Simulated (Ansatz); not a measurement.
Values for one crystal, relaxed and computed with DFT-r²SCAN in the program Ansatz with PAW potentials; other levels are named.

```yaml
volume_per_atom: 9.95 Å³
electronic_character: metallic (no gap)
Formation energy from the elements (no fitted shifts): -0.26 eV/atom
Density of states at the Fermi level: 0.49 states/eV per atom (mean over ±0.08 eV)
```

Task: Which of these materials gives this?
A) InNi3N, anti-perovskite
B) NiGe, Pnma (Ni on 4c, Ge on 4c)
C) In2Ni21B6, Fm-3m (Pearson symbol cF116)
D) Cr3NiP4, Pm (Pearson symbol mP8)

Result: C, In2Ni21B6, Fm-3m (Pearson symbol cF116)

The workflow started from a Materials Project entry (that database holds measured and hypothetical structures alike); the Crystallography Open Database files this formula in space group No. 225, but the cells were not matched. Whether it is the stable phase at ambient conditions was not checked. The cell was relaxed with r²SCAN under the symmetry of its start; whether a distortion lowers the energy is not shown. Spin order of the final state: ferromagnetic, the only order run, not a proven ground state. Other orbital occupations within this spin state were not tried. The references are the lowest solids computed at this level, not always the standard phases. Spin–orbit coupling is left out wherever it is not named.

Potentials: the later of the program's two PAW sets.
